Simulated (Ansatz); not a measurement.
## Li: an elastic constant from a strain scan

Theory: DFT PBEsol, scalar-relativistic, plane waves, PAW in Ansatz. Cutoff 420 eV, Γ-centred 20×20×20 k-points, Gaussian smearing of 0.15 eV. No spin polarisation. Energies are free energies at this smearing, counted from the undisturbed cell; pressure is positive in compression.

Reference structure (as given, not relaxed at this level; it stands at -0.7 GPa):

```
Li
1.0
    -1.75000    1.75000    1.75000
     1.75000   -1.75000    1.75000
     1.75000    1.75000   -1.75000
Li
1
Direct
  0.00000 0.00000 0.00000
```

The cell is strained by ε times the Voigt pattern (1, 0, 0, 0, 0, 0) (xx, yy, zz, yz, xz, xy; engineering shear) with fractional coordinates fixed. The cell holds 1 atom in V0 = 21.44 Å³. The stress column is τ = (1/V0) dE/dε, got from the stress tensor σ (compression positive) at each point as −det(1 + εP) σ : P(1 + εP)⁻¹, with P the pattern as a tensor.

```csv
ε,ΔE (meV/atom),τ (GPa)
-0.0600,-2.576,-0.166
-0.0450,-2.629,0.108
-0.0300,-2.168,0.346
-0.0150,-1.268,0.545
0.0000,0.000,0.714
0.0150,1.590,0.868
0.0300,3.483,1.018
0.0450,5.676,1.167
0.0525,6.884,1.240
0.0600,?,?
```

Task: Which combination of elastic constants does this scan measure, and how large is it?

Result: For small ε, τ = τ0 + Kε with K = pᵀCp, which for this pattern is C11 in the cubic axes. The parabola through τ at ε = -0.0150, 0 and 0.0150 has slope K = 10.8 GPa at zero. The energies per cell, E = NΔE, of the same two points give K = 2[E(ε₊)/ε₊ − E(ε₋)/ε₋]/[(ε₊ − ε₋)V0] = 10.7 GPa, in agreement. The start is under stress, which shifts K from the elastic constant by about the size of that stress.

Task: Predict the withheld row at ε = 0.0600 from the harmonic law, and compare.

Result: ΔE = V0(τ0 ε + Kε²/2)/N = 8.331 meV/atom and τ = 1.36 GPa. The calculation gives 8.164 meV/atom and 1.31 GPa, a miss of 2.0 % of the harmonic energy, so the harmonic law still holds on this side, though at ε = -0.0600 the energy lies 18 % above it.

In a metal these slopes depend on the k mesh and the smearing.